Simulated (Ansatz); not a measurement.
The cell is B3AsN2, ordered on the zincblende lattice (P3m1) with 6 atoms a cell; cell and atoms were relaxed with r2SCAN. It is trigonal, P3m1 (No. 156); conventional cell a = 2.843 Å, c = 7.104 Å, 8.29 Å³ an atom. N has 4 B at 1.55–1.72 Å; N has 4 B at 1.55–1.71 Å; As has 4 B at 1.89–2.07 Å and 6 As at 2.84 Å; B has 4 N at 1.55–1.72 Å; B has 3 N at 1.71 Å and 1 As at 2.07 Å; B has 1 N at 1.55 Å and 3 As at 1.89 Å.

```
CELL_PARAMETERS angstrom
2.84300 0.00000 0.00000
-1.42150 2.46211 0.00000
0.00000 0.00000 7.10432
ATOMIC_POSITIONS crystal
N 0.00000 0.00000 0.01683
N 0.33333 0.66667 0.30561
As 0.66667 0.33333 0.66599
B 0.33333 0.66667 0.08758
B 0.66667 0.33333 0.37475
B 0.00000 0.00000 0.79925
```

The questions ask for values computed with the plane-wave code Ansatz on this geometry. The cell comes from a prototype generator: it can be a known phase or a hypothetical one. No magnetic order is allowed.

**Question.** Is there a gap with PBE, and of what kind?

**Answer.** PBE gives no gap: the lowest nominally empty band dips 1.11 eV below the top of the last filled one (its bottom at M, the top at Γ), so the cell is a metal or semimetal at this level.

**Question.** Estimate the gap with PBE+SOC on 12×12×4.

**Answer.** PBE+SOC gives no gap: the lowest nominally empty band dips 1.18 eV below the top of the last filled one (its bottom at M, the top at Γ), so the cell is a metal or semimetal at this level.

**Question.** What does r2SCAN give for the gap (12×12×4 mesh)?

**Answer.** r2SCAN gives no gap: the lowest nominally empty band dips 1.02 eV below the top of the last filled one (its bottom at M, the top at Γ), so the cell is a metal or semimetal at this level.

Only the levels marked +SOC include spin-orbit coupling.
